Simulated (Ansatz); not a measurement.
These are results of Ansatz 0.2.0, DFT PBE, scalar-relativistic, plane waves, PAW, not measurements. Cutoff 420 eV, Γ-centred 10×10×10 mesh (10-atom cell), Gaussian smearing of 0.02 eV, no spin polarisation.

The zero of energy is the elements' standard structures at the same level; no fitted shifts are applied. The references include black phosphorus.

Q: Propose a candidate for a tetragonal semiconductor with formula Ga₅As₂P₃, with a gap near 0.9 eV, a formation energy near −0.39 eV/atom and about 22 Å³ per atom, in a cell of 10 atoms.

A: Ga₅As₂P₃, space group I-4m2 (No. 119). Ga on a site of symmetry 2mm is surrounded by 2 P at 2.40 Å and 2 As at 2.46 Å; Ga on a second site of symmetry 2mm has 2 P at 2.40 Å and 2 As at 2.46 Å; P on a site of symmetry -4m2 is surrounded by 4 Ga at 2.40 Å; around As lie 4 Ga at 2.46 Å; 2 more sites not described.

```yaml
crystal:
  lattice:
    - [-1.97875, 1.97875, 14.01625]
    - [1.97875, -1.97875, 14.01625]
    - [1.97875, 1.97875, -14.01625]
  atoms:
    - { symbol: Ga, position: [0.59701, 0.59701, 0.00000] }
    - { symbol: Ga, position: [0.20144, 0.20144, 0.00000] }
    - { symbol: Ga, position: [0.79856, 0.79856, 0.00000] }
    - { symbol: Ga, position: [0.40299, 0.40299, 0.00000] }
    - { symbol: Ga, position: [0.00000, 0.00000, 0.00000] }
    - { symbol: P, position: [0.25000, 0.75000, 0.50000] }
    - { symbol: P, position: [0.45148, 0.95148, 0.50000] }
    - { symbol: P, position: [0.04852, 0.54852, 0.50000] }
    - { symbol: As, position: [0.85078, 0.35078, 0.50000] }
    - { symbol: As, position: [0.64922, 0.14922, 0.50000] }
```

The volume per atom is 21.95 Å³, the density is 4.47 g/cm³ and the energy over the elements is −0.392 eV/atom. The gap on the 10×10×10 mesh of the 10-atom cell is 0.94 eV.

The cell was found from a structure generator's guess, not taken from experiment. Other answers may fit too; this one was computed.

Kohn–Sham gaps at this level usually fall short of measured ones. The reference forms of As and P are held partly by dispersion forces, which this level lacks. A later test with randomly moved atoms came back to the same energy, though modes that don't fit the test's cell weren't probed.
